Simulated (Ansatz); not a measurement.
# What settings do to one calculation: rocksalt alloy of LiH and LiF (7 of 27 H sites exchanged), 54 atoms with displaced atoms

Ansatz (PAW, plane waves), atoms fixed. The base input:

```yaml
crystal:
  lattice:
    - [0.000000, 5.980311, 5.980311]
    - [5.980311, 0.000000, 5.980311]
    - [5.980311, 5.980311, 0.000000]
  atoms:
    - { symbol: H, position: [0.493907, 0.168764, 0.174813] }
    - { symbol: H, position: [0.171973, 0.501556, 0.499903] }
    - { symbol: H, position: [0.508421, 0.831501, 0.160108] }
    - { symbol: H, position: [0.509093, 0.163960, 0.833202] }
    - { symbol: H, position: [0.838541, 0.495588, 0.491442] }
    - { symbol: H, position: [0.168100, 0.504557, 0.167356] }
    - { symbol: H, position: [0.507281, 0.170003, 0.489821] }
    - { symbol: H, position: [0.827559, 0.489363, 0.177243] }
    - { symbol: H, position: [0.166921, 0.499610, 0.835476] }
    - { symbol: H, position: [0.823226, 0.508201, 0.840983] }
    - { symbol: H, position: [0.499066, 0.499042, 0.168944] }
    - { symbol: H, position: [0.165078, 0.837205, 0.494243] }
    - { symbol: H, position: [0.492378, 0.508910, 0.841647] }
    - { symbol: H, position: [0.170685, 0.164478, 0.160244] }
    - { symbol: H, position: [0.830280, 0.169248, 0.171864] }
    - { symbol: H, position: [0.166340, 0.835924, 0.172970] }
    - { symbol: H, position: [0.157630, 0.162326, 0.833387] }
    - { symbol: H, position: [0.831495, 0.843423, 0.165980] }
    - { symbol: H, position: [0.835387, 0.169116, 0.835496] }
    - { symbol: H, position: [0.830815, 0.835734, 0.834266] }
    - { symbol: F, position: [0.490833, 0.837797, 0.831722] }
    - { symbol: F, position: [0.497597, 0.838659, 0.497642] }
    - { symbol: F, position: [0.164534, 0.167965, 0.489802] }
    - { symbol: F, position: [0.836515, 0.156881, 0.501873] }
    - { symbol: F, position: [0.826311, 0.834873, 0.493550] }
    - { symbol: F, position: [0.501295, 0.508884, 0.494553] }
    - { symbol: F, position: [0.161524, 0.831547, 0.839191] }
    - { symbol: Li, position: [0.994728, 0.997021, 0.006934] }
    - { symbol: Li, position: [0.662813, 0.996905, 0.002089] }
    - { symbol: Li, position: [0.004471, 0.667003, 0.992928] }
    - { symbol: Li, position: [0.994250, 0.011054, 0.668638] }
    - { symbol: Li, position: [0.329564, 0.339991, 0.323943] }
    - { symbol: Li, position: [0.663516, 0.667675, 0.006253] }
    - { symbol: Li, position: [0.675327, 0.003066, 0.661843] }
    - { symbol: Li, position: [0.990668, 0.675407, 0.660444] }
    - { symbol: Li, position: [0.653545, 0.672425, 0.670844] }
    - { symbol: Li, position: [0.011599, 0.994533, 0.335570] }
    - { symbol: Li, position: [0.321463, 0.347188, 0.013515] }
    - { symbol: Li, position: [0.665495, 0.996146, 0.335497] }
    - { symbol: Li, position: [0.992967, 0.674427, 0.333627] }
    - { symbol: Li, position: [0.339301, 0.321865, 0.667698] }
    - { symbol: Li, position: [0.664684, 0.673934, 0.333725] }
    - { symbol: Li, position: [0.997227, 0.333675, 0.996997] }
    - { symbol: Li, position: [0.335676, 0.995452, 0.333802] }
    - { symbol: Li, position: [0.667057, 0.336964, 0.003381] }
    - { symbol: Li, position: [0.998082, 0.330242, 0.672392] }
    - { symbol: Li, position: [0.332741, 0.665493, 0.336979] }
    - { symbol: Li, position: [0.670094, 0.326157, 0.663484] }
    - { symbol: Li, position: [0.345654, 0.984385, 0.999102] }
    - { symbol: Li, position: [0.001864, 0.335262, 0.338015] }
    - { symbol: Li, position: [0.338695, 0.664808, 0.000614] }
    - { symbol: Li, position: [0.330466, 0.001895, 0.669949] }
    - { symbol: Li, position: [0.662062, 0.340723, 0.332089] }
    - { symbol: Li, position: [0.339815, 0.676889, 0.666293] }
  symmetry: { detect: false }
kpoints:
  mp_grid: { grid: [1, 1, 1], shift: [0.25, 0.25, 0.25] }
hamiltonian:
  xc: pbesol
scf:
  occupations: { method: fermi_dirac, width: 0.01 }
output:
  forces: true
  eigenvalues: true
  stress: true
  populations: true
  eigenstates: { kpoints: [[0.25, 0.25, 0.25]], e_range: [-6.0, 6.0], localisation: true }
```

Command:

```sh
ansatz run in.yaml --threads 8 --pin off --max-ram 13300MiB --runs-dir r --events-out ev --progress --plain
```

It converged in 7 iterations and 1.5 s of wall time on 8 threads of an EPYC 9R45 processor, on a host shared with other runs; peak host memory 0.77 GiB; largest force component 0.58 eV/Å, pressure 0.74 GPa. The cutoff was the default, 420 eV. The base isn't a converged reference: it has few k points, and its atoms are unrelaxed. Each run below changes the keys shown and caps the iterations.

```
run                                                                changed     ending  iterations  free energy less the base (meV per atom)  rms change of forces (eV/Å)  change of pressure (GPa)  wall time (s, shared host)
  1  mixing algorithm anderson, occupations methfessel_paxton, max_iter 80  converged           7                                       0.0                        0.000                      0.00                     0.6 CPU
  2                                      dr2_threshold 0.0001, max_iter 70  converged           6                                       0.0                        0.000                      0.00                     0.7 CPU
  3                          mixing algorithm msr1, xc revpbe, max_iter 70  converged           8                                other zero                        0.070                      3.51                     0.7 CPU
  4                                         max_iter 6, dr2_threshold 0.01  converged           4                                       0.0                        0.000                      0.00                     0.6 CPU
  5                        max_iter 60, k points a 2×2×1 mesh centred on Γ  converged           7                                       3.8                        0.037                      0.09                     1.3 CPU
  6                 mixing algorithm linear, n_extra_bands 4, max_iter 100    refused           –                                         –                            –                         –                           –
  7              ecutwfc 120 eV, xc_grid 3 (2 is the default), max_iter 70  converged          11                                   10098.4                        0.778                      9.67                     0.5 CPU
  8                            mixing beta 0.2, accuracy high, max_iter 60  converged          10                                       0.0                        0.000                      0.00                     0.8 CPU
```

«Other zero»: another functional, charge or dispersion term moves the zero of energy, so the difference says nothing of accuracy.

Problem. Which changes leave the result alone, and which of the same physical model moves the forces most?

Solution. The forces move by under 0.002 eV/Å in runs 1, 2, 4, 8. Run 7 (ecutwfc 120 eV, xc_grid 3 (2 is the default), max_iter 70) moves them most among the runs with the same functional, charge and dispersion term, by 0.778 eV/Å.

Problem. Why did some runs give no result?

Solution. - run 6: YAML parse error: error: line 70 column 24: unknown variant `linear`, expected one of auto, anderson, broyden, msr1
